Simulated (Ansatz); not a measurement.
A geometry of Cu away from equilibrium: step 2 of the relaxation of a relaxed Cu cell, doubled along one cell vector, shaken by Gaussian noise of σ = 0.08 Å a coordinate. Method: PBEsol (plane waves to 420 eV, PAW, scalar-relativistic; Ansatz, a program for electronic structure). Γ-centred k-mesh 15×15×4 on the run's cell (coarser than for final values), Fermi–Dirac smearing 0.05 eV.

```xyz
4
Lattice="2.5137 0.0019 0.0007 -1.2553 2.1717 0.0020 0.0023 0.0091 8.2703" Properties=species:S:1:pos:R:3:forces:R:3 pbc="T T T" free_energy=-26354.989 pressure_GPa=1.4
Cu     0.0327     1.3845     1.0494   -0.0528    0.1230   -0.9395
Cu    -0.0666     1.4342     5.1065    0.0913    0.0094   -0.0052
Cu     1.2700     0.8088     2.9788   -0.0165   -0.1930    1.0139
Cu     1.2728     0.6466     7.2162   -0.0220    0.0605   -0.0692
```

Positions in Å, forces in eV/Å, free energy of the cell in eV (comparable only within this code, potentials and settings). Largest force: 1.03 eV/Å, on Cu3 (atoms numbered as listed); the geometry lies 0.02 eV/atom above the end of its relaxation.

No spin polarisation in the result.

The end of the path is a generated cell of Cu: the first start was made by placing the elements on the sites of a structure type, and the end was not matched to a known phase here, so it may be hypothetical. Known forms of Cu include space group No. 225.
